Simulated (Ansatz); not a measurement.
## MgVFeP₄O₁₄: field gradients at two levels of theory

Cell: a computed structure from the Materials Project (it need not be an observed phase) whose atoms were relaxed with PBE, the cell held.

```yaml
crystal:
  lattice:
    - [5.06353, 0.00000, 0.00000]
    - [-1.95548, 6.77672, 0.00000]
    - [-0.02511, -0.03680, 8.15938]
  atoms:
    - { symbol: Mg, position: [0.29587, 0.06338, 0.30276] }
    - { symbol: V, position: [0.81244, 0.28425, 0.50750] }
    - { symbol: Fe, position: [0.19214, 0.71009, 0.97235] }
    - { symbol: P, position: [0.61517, 0.49146, 0.80581] }
    - { symbol: P, position: [0.75443, 0.89484, 0.24439] }
    - { symbol: P, position: [0.24122, 0.10411, 0.71772] }
    - { symbol: P, position: [0.38671, 0.50617, 0.30812] }
    - { symbol: O, position: [0.98615, 0.17542, 0.67631] }
    - { symbol: O, position: [0.89753, 0.06852, 0.36164] }
    - { symbol: O, position: [0.84003, 0.52382, 0.93609] }
    - { symbol: O, position: [0.72873, 0.48946, 0.63137] }
    - { symbol: O, position: [0.54370, 0.34444, 0.31583] }
    - { symbol: O, position: [0.41605, 0.09436, 0.56025] }
    - { symbol: O, position: [0.42956, 0.26592, 0.83989] }
    - { symbol: O, position: [0.60801, 0.71221, 0.36271] }
    - { symbol: O, position: [0.52874, 0.94753, 0.14649] }
    - { symbol: O, position: [0.43652, 0.63212, 0.81662] }
    - { symbol: O, position: [0.29040, 0.52842, 0.13561] }
    - { symbol: O, position: [0.15583, 0.46915, 0.43517] }
    - { symbol: O, position: [0.16126, 0.91563, 0.81528] }
    - { symbol: O, position: [0.99889, 0.85292, 0.15817] }
```

Atom numbers follow the list; atoms alike are taken as one site, whose name carries the number of the first.

First run. Method: Kohn–Sham DFT in Ansatz, PBE, plane waves and PAW, scalar-relativistic, collinear spin, 420 eV cutoff, Γ-centred 4×3×3 k-points, Fermi–Dirac smearing 0.02 eV. Start moments as typed (μB): 1 on each V, -4 on each Fe, none on the rest.

```
site  atom  V_zz (10²¹ V/m²)     η  m (μB)
  Mg     1              2.87  0.22    0.00
   V     2             -7.60  0.83    1.31
  Fe     3              2.68  0.47   -3.67
  P4     4              5.55  0.26   -0.01
  P5     5             -4.42  0.74    0.00
  P6     6              3.80  0.86    0.00
  P7     7              4.76  0.52    0.00
  O8     8             10.23  0.07   -0.01
 O10    10              9.40  0.27   -0.12
 O11    11              9.27  0.30   -0.01
 O13    13             10.08  0.58   -0.01
 O15    15             13.40  0.44    0.00
 O18    18              9.68  0.26   -0.07
 O19    19             10.07  0.15   -0.01
```

Second run. The same atoms and settings, except that a Hubbard term is added (U = 4.0 eV on Fe d, U = 2.1 eV on V d).

Q: What does the second run give?

A: 

| site | atom | V_zz | η | change of V_zz | m (μB) |
| --- | --- | --- | --- | --- | --- |
| Mg | 1 | 2.83 | 0.21 | -0.04 | 0.00 |
| V | 2 | 8.49 | 0.93 | – | 1.46 |
| Fe | 3 | 4.25 | 0.09 | +1.57 | -3.90 |
| P4 | 4 | 5.49 | 0.22 | -0.06 | -0.01 |
| P5 | 5 | -4.08 | 0.84 | +0.34 | 0.00 |
| P6 | 6 | 3.97 | 0.71 | +0.17 | 0.00 |
| P7 | 7 | 4.89 | 0.42 | +0.13 | 0.00 |
| O8 | 8 | 10.58 | 0.09 | +0.35 | -0.01 |
| O10 | 10 | 9.58 | 0.30 | +0.18 | -0.11 |
| O11 | 11 | 9.71 | 0.35 | +0.44 | -0.01 |
| O13 | 13 | 10.25 | 0.58 | +0.17 | -0.01 |
| O15 | 15 | 13.31 | 0.46 | -0.09 | 0.00 |
| O18 | 18 | 9.84 | 0.28 | +0.16 | -0.06 |
| O19 | 19 | 10.32 | 0.17 | +0.25 | -0.01 |

The largest change of V_zz along a kept axis is on Fe, from 2.68 to 4.25. In per cent, |V_zz| changes by -1 on Mg, +59 on Fe, -8 to +5 on P, -1 to +5 on O (all sites that start above 2, bar those whose gradient vanishes or changes sign or whose main axis turns by over 40°). Where |V_zz| stays above 0.1 and the axes keep their order, η moves most on P6, from 0.86 to 0.71. On Fe V_xx and V_yy change places (or their axes turn by over 50°), so the two values of η hide a larger change. On V the largest principal value lies along another axis in the second run, so the two V_zz can't be compared directly. The table leaves out 7 of the 21 sites, with |V_zz| up to 13.51; their tensors move by 0.37 at most along any direction. The statements above cover all sites. The absolute magnetisation of the cell goes from 6.6 to 7.0 μB. Isomer shifts (Fe against α-Fe, from the density at the nucleus and a line fitted to measured compounds for each functional; the lines scatter by about 0.1 mm/s, so smaller changes between functionals mean little): Fe 0.83 → 0.54 mm/s. The first run finds no gap above 0.1 eV, the second does.

With these PAW files V_zz is typically within 2 to 3 % of all-electron values, but misses above 10 % occur on Fe. The magnetic order is the one that the run reached from its start moments, not necessarily the measured one.
For the first run: With no gap above 0.1 eV, as in a metal, the gradients converge slowly in k; expect changes of a tenth or more on a denser mesh. Semilocal functionals can leave a metal where correlation in the d or f shell opens a gap in the real compound, and that would change the values at and beside Fe and V.
For the second run: The largest force is 1.1 eV/Å, so the atoms aren't at the calculated equilibrium and relaxing them would move these values.
